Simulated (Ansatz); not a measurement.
One crystal and one scan (generalised stacking-fault energy along a line) at two levels, PBE (plane waves to 420 eV, PAW, scalar-relativistic; Ansatz, a program for electronic structure) and r2SCAN (plane waves to 500 eV, PAW, scalar-relativistic; Ansatz), each from its own relaxed cell and on its own mesh.

The crystal is ZnSe (zinc blende); the crystal slips on the {111} plane, glide cut by s times a lattice vector of 7.02 Å, atoms relaxing along the normal only, γ being the energy change per area.

Energies are extrapolated to zero smearing. ZnSe was relaxed with its symmetry unable to fall. As the smearing reaches across the gap at some points, the k mesh leaves noise in γ, roughly 0.02 J/m² as judged from a few cases. Faults lie only 9.8 Å apart, and holding the cell height raises γ above its relaxed value. Faults lie only 9.9 Å apart, and holding the cell height raises γ above its relaxed value. Some relaxations began with atoms very close together and may have settled on another branch. Both scans cover s from 0.000 to 0.917.

| quantity | run 1 | run 2 |
|---|---|---|
| Lattice constant a (Å) | 5.733 | 5.665 |
| Band gap of the relaxed cell, no spin-orbit coupling (eV) | 1.15 | 1.87 |
| Highest computed γ on the line (J/m²) | 3.66 | 4.12 |
| Lower barrier from zero shift into that minimum (unstable fault energy, highest computed point) (J/m²) | 0.68 | 0.75 |
| Steepest slope dγ/d(shift) before the first maximum (spline) (GPa) | 28 | 32 |

Question: Which run is which level?

Answer: Run 1 is PBE, run 2 is r2SCAN. PBE gives the higher value for: lattice constant a. PBE gives the lower value for: band gap of the relaxed cell, no spin-orbit coupling; highest computed γ on the line; lower barrier from zero shift into that minimum; steepest slope dγ/d(shift) before the first maximum. Both give the same position of the highest point: s = 0.333. Neither level is exact: the differences show how much the result hangs on the functional.

(The slope of γ gives the shear force per area between the displaced halves; near zero shift its curvature is an elastic stiffness.)
